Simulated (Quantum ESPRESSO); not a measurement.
Zn4O3Se, input and log of a self-consistent run

Simulated, not a measurement. The program is pw.x of Quantum ESPRESSO 7.5 (plane-wave density functional theory). The cell is made up: 8 atoms on a zincblende/diamond lattice, with randomly drawn elements, strain and displacements, not relaxed. PseudoDojo standard norm-conserving files (v0.5 for PBE, v0.4.1 for LDA and PBEsol) set the functional; there is no spin polarisation, spin-orbit coupling or dispersion term, and the masses in the input are unused placeholders.

Input:

```
&control calculation='scf', pseudo_dir='./dojo.nc.sr.pbe.v0_5.standard.upf', outdir='./o', disk_io='medium', tprnfor=.true., tstress=.true. /
&system ibrav=0, nat=8, ntyp=3, nbnd=63, ecutwfc=107.82251126, nosym=.true., tot_charge=0,
 occupations='smearing', smearing='fd', degauss=0.0018374661
/
&electrons conv_thr=7.350e-09, electron_maxstep=60, /
ATOMIC_SPECIES
O 1.0 O.upf
Se 1.0 Se.upf
Zn 1.0 Zn.upf
CELL_PARAMETERS angstrom
4.7927 0.0048 0.02
0.0048 4.8116 -0.0075
0.02 -0.0075 4.6699
ATOMIC_POSITIONS angstrom
Zn 0.0573 0.0167 -0.0407
Zn 0.0373 2.3981 2.3734
Zn 2.2895 0.0033 2.365
Zn 2.3429 2.383 0.08
O 1.2305 1.2888 1.1607
O 1.33 3.5824 3.5176
Se 3.554 1.2272 3.5599
O 3.4914 3.6479 1.1079
K_POINTS automatic
6 6 6 1 1 1
```

The log is shortened where brackets say so; the opening notice, blank lines, dates and the lines on written files are dropped, and the path of the files is cut. It prints rydbergs, bohrs and kilobars, and counts compression as positive stress. With no partly filled state, the Fermi energy that it prints is only some level between the filled and the empty states on the mesh, and need not lie in the true gap.

```
     Program PWSCF v.7.5
     Parallel version (MPI & OpenMP), running on       1 processor cores
     Number of MPI processes:                 1
     Threads/MPI process:                     1
     [start-up lines left out]
     bravais-lattice index     =            0
     lattice parameter (alat)  =       9.0570  a.u.
     unit-cell volume          =     726.7159 (a.u.)^3
     number of atoms/cell      =            8
     number of atomic types    =            3
     number of electrons       =       114.00
     number of Kohn-Sham states=           63
     kinetic-energy cutoff     =     107.8225  Ry
     charge density cutoff     =     431.2900  Ry
     scf convergence threshold =      7.3E-09
     mixing beta               =       0.7000
     number of iterations used =            8  plain     mixing
     Exchange-correlation= PBE
                           (   1   4   3   4   0   0   0)
     [axes and pseudopotential details left out]
   Cartesian axes
     site n.     atom                  positions (alat units)
         1        Zn     tau(   1) = (   0.0119556   0.0034844  -0.0084920  )
         2        Zn     tau(   2) = (   0.0077826   0.5003605   0.4952069  )
         3        Zn     tau(   3) = (   0.4777013   0.0006885   0.4934543  )
         4        Zn     tau(   4) = (   0.4888431   0.4972099   0.0166919  )
         5        O      tau(   5) = (   0.2567423   0.2689065   0.2421786  )
         6        O      tau(   6) = (   0.2775028   0.7474632   0.7339428  )
         7        Se     tau(   7) = (   0.7415376   0.2560537   0.7427686  )
         8        O      tau(   8) = (   0.7284762   0.7611297   0.2311619  )
     number of k points=   108  Fermi-Dirac smearing, width (Ry)=  0.0018
     Number of k-points >= 100: set verbosity='high' to print them.
     Dense  grid:   109857 G-vectors     FFT dimensions: (  60,  64,  60)
     Estimated max dynamical RAM per process >     167.14 MB
     Initial potential from superposition of free atoms
     starting charge     113.9994, renormalised to     114.0000
     Starting wfcs are   61 randomized atomic wfcs +    2 random wfcs
     total cpu time spent up to now is       44.3 secs
     per-process dynamical memory:    98.2 Mb
     Self-consistent Calculation
     iteration #  1     ecut=   107.82 Ry     beta= 0.70
     Davidson diagonalization with overlap
     ethr =  1.00E-02,  avg # of iterations =  3.6
     total cpu time spent up to now is      178.8 secs
     total energy              =   -2013.15877057 Ry
     estimated scf accuracy    <       1.68168438 Ry
     iteration #  2     ecut=   107.82 Ry     beta= 0.70
     Davidson diagonalization with overlap
     ethr =  1.48E-03,  avg # of iterations =  4.6
     total cpu time spent up to now is      374.9 secs
     total energy              =   -2013.23545513 Ry
     estimated scf accuracy    <       4.16988313 Ry
     iteration #  3     ecut=   107.82 Ry     beta= 0.70
     Davidson diagonalization with overlap
     ethr =  1.48E-03,  avg # of iterations =  3.0
     total cpu time spent up to now is      561.7 secs
     total energy              =   -2014.02193332 Ry
     estimated scf accuracy    <       0.05813930 Ry
     iteration #  4     ecut=   107.82 Ry     beta= 0.70
     Davidson diagonalization with overlap
     ethr =  5.10E-05,  avg # of iterations =  5.2
     total cpu time spent up to now is      773.4 secs
     total energy              =   -2014.03007565 Ry
     estimated scf accuracy    <       0.01432957 Ry
     iteration #  5     ecut=   107.82 Ry     beta= 0.70
     Davidson diagonalization with overlap
     ethr =  1.26E-05,  avg # of iterations =  4.2
     total cpu time spent up to now is      948.9 secs
     total energy              =   -2014.03239711 Ry
     estimated scf accuracy    <       0.00521467 Ry
     [iterations 6 to 7 left out]
     iteration #  8     ecut=   107.82 Ry     beta= 0.70
     Davidson diagonalization with overlap
     ethr =  2.26E-08,  avg # of iterations =  2.7
     total cpu time spent up to now is     1327.6 secs
     total energy              =   -2014.03341563 Ry
     estimated scf accuracy    <       0.00000583 Ry
     iteration #  9     ecut=   107.82 Ry     beta= 0.70
     Davidson diagonalization with overlap
     ethr =  5.11E-09,  avg # of iterations =  2.0
     total cpu time spent up to now is     1453.4 secs
     total energy              =   -2014.03341652 Ry
     estimated scf accuracy    <       0.00000149 Ry
     iteration # 10     ecut=   107.82 Ry     beta= 0.70
     Davidson diagonalization with overlap
     ethr =  1.31E-09,  avg # of iterations =  2.0
     total cpu time spent up to now is     1580.1 secs
     total energy              =   -2014.03341664 Ry
     estimated scf accuracy    <       0.00000021 Ry
     iteration # 11     ecut=   107.82 Ry     beta= 0.70
     Davidson diagonalization with overlap
     ethr =  1.83E-10,  avg # of iterations =  2.7
     total cpu time spent up to now is     1734.5 secs
     total energy              =   -2014.03341669 Ry
     estimated scf accuracy    <       0.00000001 Ry
     iteration # 12     ecut=   107.82 Ry     beta= 0.70
     Davidson diagonalization with overlap
     ethr =  9.54E-12,  avg # of iterations =  2.0
     total cpu time spent up to now is     1908.9 secs
     End of self-consistent calculation
     Number of k-points >= 100: set verbosity='high' to print the bands.
     the Fermi energy is    11.0232 ev
!    total energy              =   -2014.03341669 Ry
     estimated scf accuracy    <          1.1E-09 Ry
     smearing contrib. (-TS)   =      -0.00000000 Ry
     internal energy E=F+TS    =   -2014.03341669 Ry
     The total energy is F=E-TS. E is the sum of the following terms:
     one-electron contribution =   -1385.40833134 Ry
     hartree contribution      =     730.43428460 Ry
     xc contribution           =    -253.79688881 Ry
     ewald contribution        =   -1105.26248114 Ry
     convergence has been achieved in  12 iterations
     Forces acting on atoms (cartesian axes, Ry/au):
     atom    1 type  3   force =     0.09070282   -0.11080001    0.10080384
     atom    2 type  3   force =     0.09119790    0.11202799   -0.10645996
     atom    3 type  3   force =    -0.05203258   -0.08421557   -0.10283543
     atom    4 type  3   force =    -0.09067040    0.14396972    0.10951603
     atom    5 type  1   force =    -0.04103047   -0.03385501    0.02506046
     atom    6 type  1   force =    -0.05389367    0.00466555   -0.00109970
     atom    7 type  2   force =     0.02273213   -0.03988902   -0.05115477
     atom    8 type  1   force =     0.03299427    0.00809636    0.02616954
     Total force =     0.370313     Total SCF correction =     0.000073
     Computing stress (Cartesian axis) and pressure
          total   stress  (Ry/bohr**3)                   (kbar)     P=      174.88
   0.00125409  -0.00003873  -0.00023921          184.48       -5.70      -35.19
  -0.00003873   0.00112322  -0.00001168           -5.70      165.23       -1.72
  -0.00023921  -0.00001168   0.00118920          -35.19       -1.72      174.94
     init_run     :     40.46s CPU     44.19s WALL (       1 calls)
     electrons    :   1765.92s CPU   1864.67s WALL (       1 calls)
     forces       :     25.97s CPU     26.30s WALL (       1 calls)
     stress       :     96.30s CPU     96.72s WALL (       1 calls)
     [timing details left out]
     PWSCF        :  32m 9.51s CPU  33m56.78s WALL
     JOB DONE.
```

In other units: free energy -27402.321 eV for the cell, pressure 17.49 GPa, largest force component 3.702 eV/Å. This run is the check on a run of the same cell at 1170 eV and a 4 x 4 x 4 mesh: rerunning at 1467 eV and a 6 x 6 x 6 mesh moved values by no more than 0.002 eV in energy, 0.02 GPa in stress and 0.003 eV/Å in force.